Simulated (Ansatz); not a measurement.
BP:
Space group P6₃/mmc (No. 194); a = 3.1983 Å, b = 3.1983 Å, c = 7.9678 Å, α = 90.00°, β = 90.00°, γ = 120.00°

```json
[
 {"atom": "B", "site": "2c", "symmetry": "-6m2", "x": "0.3333", "y": "0.6667", "z": "0.2500"},
 {"atom": "P", "site": "2d", "symmetry": "-6m2", "x": "0.6667", "y": "0.3333", "z": "0.2500"}
]
```

Relaxed with r²SCAN+D4.

Problem. Tabulate the valence density and the electron localisation function along the shortest B–P contact (1.85 Å), the program Ansatz at the r²SCAN+D4 level (PAW).

Solution. 

```tsv
distance from B (Å)	density (e/Å³)	ELF
0.18	0.43	0.01
0.28	0.63	0.12
0.37	0.81	0.38
0.46	0.94	0.67
0.55	1.00	0.83
0.65	1.03	0.91
0.74	1.04	0.94
0.83	1.05	0.95
0.92	1.07	0.95
1.02	1.08	0.94
1.11	1.07	0.93
1.20	1.00	0.89
1.29	0.86	0.76
1.38	0.65	0.47
1.48	0.42	0.14
1.57	0.23	0.01
1.66	0.10	0.00
```

The density is the valence pseudo-density with augmentation charge, so density and ELF within about 1 Å of a nucleus are not all-electron values.

Space group P6_3/mmc. The start of the workflow was typed in or built on a structure type; neither database checked (COD, Materials Project) lists it. It is not the phase usual at ambient conditions (space group No. 216). The cell was relaxed with r²SCAN+D4 under the symmetry of its start; whether a distortion lowers the energy is not shown.

Potentials: the later of the program's two PAW sets.
